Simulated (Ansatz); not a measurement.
**Structure relaxation, VSi2**

The start is a generated trial cell of VSi2 in the fluorite structure type. A full variable-cell relaxation at zero pressure is run with PBE (plane waves to 420 eV, PAW, scalar-relativistic; Ansatz, a program for electronic structure). The first steps use a coarse 7×7×7 k-mesh.

The start:
```
CELL_PARAMETERS angstrom
      0.00000     2.92873     2.92873
      2.92873     0.00000     2.92873
      2.92873     2.92873     0.00000
ATOMIC_POSITIONS crystal
  V  0.00000 0.00000 0.00000
  Si 0.25000 0.25000 0.25000
  Si 0.75000 0.75000 0.75000
```
Spin-polarised start, with parallel moments on V.

Initial pressure: -4 GPa (negative: the cell is under tension)
Outcome: The space group stays Fm-3m (No. 225) (the run could not lower it); the end is AFLOW prototype AB2_cF12_225_a_c (C1, as in CaF2), with 3 atoms in the primitive magnetic cell
Energy released: 0.01 eV/atom
Shortest distances (start → end): The closest pairs of elements (up to four, under 3.6 Å), start → end: Si–V 2.54 → 2.50 Å; Si–Si 2.93 → 2.88 Å
Moments at the end: net 0.54 μB/atom, ferromagnetic
Optimiser moves: 5

Final values are on a 14×14×14 k-mesh of the relaxed cell. Spin state reached: ferromagnetic (net 0.54 μB/atom), from parallel starting moments; other spin orders were not run from this start.

The run could not lower the symmetry of its start; a shaken copy of this end point relaxes with PBE to C2/m (No. 12), 0.47 eV/atom lower.

The relaxed structure here is a generated cell of VSi2: the first start was made by placing the elements on the sites of a structure type, and the end was not matched to a known phase here, so it may be hypothetical.
